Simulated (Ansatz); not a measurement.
**How Si (Fd-3m) stiffens under pressure**

```
Si
1.0
     0.00000    2.72209    2.72209
     2.72209    0.00000    2.72209
     2.72209    2.72209    0.00000
Si
2
Direct
  0.25000 0.25000 0.25000
  0.00000 0.00000 0.00000
```

This is the zero-pressure cell. At each pressure cell and atoms are relaxed in this structure, and the constants are slopes of the stress at strains of ±0.005 with relaxed ions (the coefficients that govern stability under load). Level: r²SCAN, PAW on Ansatz 0.2.0's default frozen-core files (fitted under PBE), scalar-relativistic; k mesh 8×8×8, strains of ±0.005, fixed occupations, cutoff 500 eV. P is the pressure of the relaxed cell, less that of this one.

```tsv
P (GPa)	V/V₀	C11 (GPa)	C12 (GPa)	C44 (GPa)
0.00	1.0000	168.0	61.7	81.5
0.99	0.9900	172.2	65.8	82.3
2.00	?	?	?	?
4.02	0.9625	184.6	78.0	84.2
6.99	0.9388	196.1	89.7	85.6
10.04	0.9172	207.2	101.5	86.4
14.99	0.8865	224.3	120.2	86.7
```

Question: Does the bulk modulus from the constants agree with the pressure-volume curve?

Answer: A third-order Birch-Murnaghan fit to the volumes shown (F against f, f = [(V₀/V)^(2/3) − 1]/2) gives B₀ = 97.2 GPa and B′ = 4.1. Its −V dP/dV stands beside (C11 + 2C12)/3:

```
P (GPa)  from P(V)  from the constants
   0.00       97.2                97.1
   0.99      101.3               101.2
   4.02      113.4               113.6
   6.99      125.1               125.2
  10.04      136.8               136.7
  14.99      155.5               154.9
```

Question: What are the pressure derivatives at zero pressure?

Answer: Slopes at V₀ of quadratic fits in −ln(V/V₀) through the first four rows shown, divided by B₀: dC11/dP = 4.3, dC12/dP = 4.1, dC44/dP = 0.9. The mean slopes up to 4.0 GPa are 4.1, 4.1, 0.7; curvature and scatter of the constants part the two. The combination (dC11/dP + 2 dC12/dP)/3 = 4.2 stands against B′.

Question: Fill the row at 2.00 GPa.

Answer: Cubic fits in −ln(V/V₀) through all rows shown give C11 = 176.4, C12 = 69.9, C44 = 83.0 GPa. Computed: V/V₀ = 0.9804, C11 (GPa) = 176.4, C12 (GPa) = 69.9, C44 (GPa) = 83.0.

Question: Does a shear stiffness soften?

Answer: C44 goes from 81.5 to 86.7 GPa; (C11 − C12)/2 goes from 53.2 to 52.1 GPa, through a maximum of 53.3 near 4 GPa. Neither ends more than 3 % under its start, and the lattice stays mechanically stable over this range.

Limits of these numbers: no other phase was computed; many crystals of this kind change structure within this range, and rows or crossings beyond such a change describe a metastable lattice; frozen-core PAW files fitted under PBE, their cores solved anew for the functional of the run; phonons weren't checked at these pressures.
